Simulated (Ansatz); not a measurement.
Input and command of a plane-wave DFT calculation in Ansatz:

```yaml
crystal:
  lattice:
    - [2.7503079387, 0.0, 0.0]
    - [-1.3751539694, 2.3818365432, 0.0]
    - [0.0, 0.0, 11.1081575965]
  atoms:
    - { symbol: Re, position: [0.0, 0.0, 0.0] }
    - { symbol: Re, position: [0.3333333333, 0.6666666667, 0.2] }
    - { symbol: Re, position: [0.0, 0.0, 0.4] }
    - { symbol: Re, position: [0.3333333333, 0.6666666667, 0.6] }
    - { symbol: Re, position: [0.6666666667, 0.3333333333, 0.8] }
basis:
  ecutwfc: 420
kpoints:
  mp_grid: { grid: [18, 18, 4] }
hamiltonian:
  xc: pbesol
scf:
  occupations: { method: gaussian, width: 0.1 }
output:
  forces: true
  stress: true
  eigenvalues: true
  populations: true
relax:
  adjacent_minimum: "off"
  f_tol: 0.01
  max_steps: 45
  cell: { stress_tol: 0.05 }
```

```bash
ansatz run input.yaml --threads 1 --pin off --max-ram 2560MiB --backend cpu --events-out ev --progress --plain --runs-dir out
```

Processor: Arm Neoverse V1, 1 thread, on a host shared with other jobs.

Estimate time, memory and problem size.

About 110 s on 1 thread of Arm Neoverse V1, on a shared host, peak memory 0.56 GiB. It solves 45 bands at 138 k points (the mesh reduced by the symmetry that the task leaves, which can be less than the crystal's) with about 1423 plane waves (on the last cell), in 32 SCF iterations over 5 ionic steps.
